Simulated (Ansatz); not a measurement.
How much do the gradients of RbSb4F13 depend on the method?

Cell: a structure deposited in the COD, its atoms then relaxed with PBE in this cell.

Space group I4/m (No. 87); a = 9.6350, c = 6.5630 Å.

| site | Wyckoff | site symmetry | x | y | z |
| --- | --- | --- | --- | --- | --- |
| Rb | 2b | 4/m.. | 0.0000 | 0.0000 | 0.5000 |
| Sb | 8h | m.. | 0.2771 | 0.9937 | 0.0000 |
| F6 | 2a | 4/m.. | 0.0000 | 0.0000 | 0.0000 |
| F7 | 8h | m.. | 0.3766 | 0.9386 | 0.5000 |
| F11 | 16i | 1 | 0.1126 | 0.7918 | 0.7780 |

One atom of each set is listed; the run and its k-mesh use a cell of 18 atoms with edges of 7.56, 7.56, 7.56 Å.

First run. Computed with Ansatz: DFT, PBE, plane waves and PAW, scalar-relativistic, 420 eV cutoff, Γ-centred 5×5×5 k-points, Fermi–Dirac smearing 0.02 eV.

```json
{"site": "Rb", "V_zz (10²¹ V/m²)": "-2.19", "η": "0.00"}
{"site": "Sb", "V_zz (10²¹ V/m²)": "-31.7", "η": "0.15"}
{"site": "F6", "V_zz (10²¹ V/m²)": "-7.58", "η": "0.00"}
{"site": "F7", "V_zz (10²¹ V/m²)": "10.60", "η": "0.23"}
{"site": "F11", "V_zz (10²¹ V/m²)": "11.69", "η": "0.26"}
```

Second run. The same atoms and settings, except that the functional is r2SCAN and the cutoff is 500 eV.

Task: Given the first result, estimate the second.

Result: 

```tsv
site	V_zz	η	change of V_zz
Rb	-2.03	0.00	+0.16
Sb	-33.9	0.16	-2.18
F6	-7.34	0.00	+0.24
F7	10.68	0.25	+0.08
F11	12.02	0.24	+0.33
```

The largest change of V_zz is on Sb, from -31.7 to -33.9. In per cent, |V_zz| changes by -7 on Rb, +7 on Sb, -3 to +3 on F (all sites that start above 0.5).

Without spin–orbit coupling (the program notes it for Rb and Sb) the gradients are little affected as a rule: paired runs on crystals with a gap mostly move them by under 2 % at such atoms. With these PAW files V_zz is typically within 2 to 3 % of all-electron values, but misses above 10 % occur on Sb. The database positions were far from equilibrium, so the relaxed structure may not be the compound's real one.
For the second run: The largest force is 0.8 eV/Å, so the atoms aren't at the calculated equilibrium and relaxing them would move these values.
